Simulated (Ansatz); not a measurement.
Input:

SiC3:
Space group P-4m2 (No. 115); a = 2.783 Å, b = 2.783 Å, c = 4.097 Å, α = 90.00°, β = 90.00°, γ = 90.00°

```json
[
 {"atom": "C", "site": "1a", "symmetry": "-4m2", "x": "0.0000", "y": "0.0000", "z": "0.0000"},
 {"atom": "C", "site": "2g", "symmetry": "2mm.", "x": "0.5000", "y": "0.0000", "z": "0.2106"},
 {"atom": "Si", "site": "1c", "symmetry": "-4m2", "x": "0.5000", "y": "0.5000", "z": "0.5000"}
]
```

This is the PBEsol-relaxed structure.

All from the program Ansatz at the PBEsol level (PAW), unless another level is named. Estimate the Born charges (a third of the trace).

C -1.68 to +0.87, Si +2.49 e.

Predict the largest static χ(2) component.

15 pm/V.

Next, the electronic dielectric constant ε∞ (DFPT)?

7.16 (xx = yy), 7.33 (zz).

The start of the workflow was typed in or built on a structure type; neither database checked (COD, Materials Project) lists it. Its standing as an ambient phase is unchecked. The cell was relaxed with PBEsol under the symmetry of its start; whether a distortion lowers the energy is not shown. Its formation energy is positive at this level, so the cell may be metastable or incomplete.

Potentials: the earlier of the program's two PAW sets. The files were generated under PBE; for other functionals the program regenerates the frozen cores, and for LDA and PBEsol the local potential too.
